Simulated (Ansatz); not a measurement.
Sn:
```cif
data_Sn
_chemical_formula_sum 'Sn1'
_space_group_name_H-M_alt 'P 1'
_space_group_IT_number 1
_cell_length_a 3.46744
_cell_length_b 3.46744
_cell_length_c 3.46744
_cell_angle_alpha 124.266
_cell_angle_beta 124.266
_cell_angle_gamma 82.757
loop_
_space_group_symop_operation_xyz
  'x, y, z'
loop_
_atom_site_label
_atom_site_type_symbol
_atom_site_fract_x
_atom_site_fract_y
_atom_site_fract_z
_atom_site_occupancy
Sn1 Sn 0.00000 0.00000 0.00000 1
```

This is the r²SCAN-relaxed structure.

Task: All from r²SCAN in the plane-wave PAW code Ansatz, unless another level is named. Predict the density of states at the Fermi level.

Result: 0.51 states/eV per atom (mean over ±0.08 eV).

Task: And the gap with spin–orbit coupling?

Result: none (metallic).

Space group I4/mmm (body-centred tetragonal). This is a known high-pressure phase of the composition, computed here at zero pressure and temperature. The r²SCAN relaxation kept the symmetry of its start. At this level the phase is mechanically unstable. Scalar-relativistic: spin–orbit coupling is off unless named, which matters more the heavier the elements.

Potentials: the later of the program's two PAW sets.
